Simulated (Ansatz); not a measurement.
**CdAu: from a starting cell to a relaxed one**

The start is a relaxed CdAu cell shaken by Gaussian noise of σ = 0.08 Å a coordinate. A full variable-cell relaxation at zero pressure is run with PBEsol (plane waves to 420 eV, PAW, scalar-relativistic; Ansatz, a program for electronic structure). The first steps use a coarse 12×12×2 k-mesh.

The start:
```yaml
crystal:
  lattice:
    - [3.00031, 0.00000, 0.00000]
    - [-1.50015, 2.59834, 0.00000]
    - [0.00000, 0.00000, 18.69575]
  atoms:
    - { symbol: Cd, position: [0.33401, 0.64658, 0.12076] }
    - { symbol: Cd, position: [0.66335, 0.30906, 0.62570] }
    - { symbol: Cd, position: [0.69054, 0.34367, 0.87742] }
    - { symbol: Cd, position: [0.29480, 0.62665, 0.37627] }
    - { symbol: Au, position: [0.98507, 0.00361, 0.99781] }
    - { symbol: Au, position: [0.06163, 0.04319, 0.49880] }
    - { symbol: Au, position: [0.27892, 0.62615, 0.74788] }
    - { symbol: Au, position: [0.62948, 0.30521, 0.24096] }
```

```json
{
  "largest_initial_force": "0.74 eV/Å, on Cd4, Au8 (atoms numbered as listed)",
  "band_gap_at_the_end": "zero (metallic)",
  "optimiser_moves": "13"
}
```

Final values are on a 18×18×3 k-mesh of the relaxed cell. No spin polarisation in the result.

The relaxed structure here is a generated cell of CdAu: the first start was made by placing the elements on the sites of a structure type, and the end was not matched to a known phase here, so it may be hypothetical.
